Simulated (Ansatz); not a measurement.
C (hcp type), DFT, LDA, all-electron LAPW, scalar-relativistic (Ansatz 0.2.0), on 1 thread of Arm Neoverse V2 (shared host).

Command: `ansatz run input.yaml --threads 1 --pin off --max-ram 3584MiB --backend cpu --events-out ev --progress --plain --runs-dir out`

```yaml
crystal:
  lattice:
    - [2.3954660592, 0.0, 0.0]
    - [-1.1977330296, 2.0745344612, 0.0]
    - [0.0, 0.0, 2.1836234606]
  atoms:
    - { symbol: C, position: [0.3333333333, 0.6666666667, 0.25] }
    - { symbol: C, position: [0.6666666667, 0.3333333333, 0.75] }
kpoints:
  mp_grid: { grid: [22, 22, 12] }
scf:
  occupations: { method: fermi_dirac, width: 0.1 }
hamiltonian:
  xc: lda
  pseudopotentials: { kind: all_electron, lapw: { basis_error: 0.0005 } }
output:
  forces: true
  stress: true
  eigenvalues: true
relax:
  f_tol: 0.005
  max_steps: 12
  cell: { p_target: 24.0, stress_tol: 0.03 }
```

Q: How large is the problem that the program sets up?

A: 364 irreducible k-points, 199 plane waves at Γ, 10 bands.

Q: About how long does it take?

A: 41 s of wall time for 11 SCF iterations over 3 geometries. Times on shared machines scatter by tens of per cent.
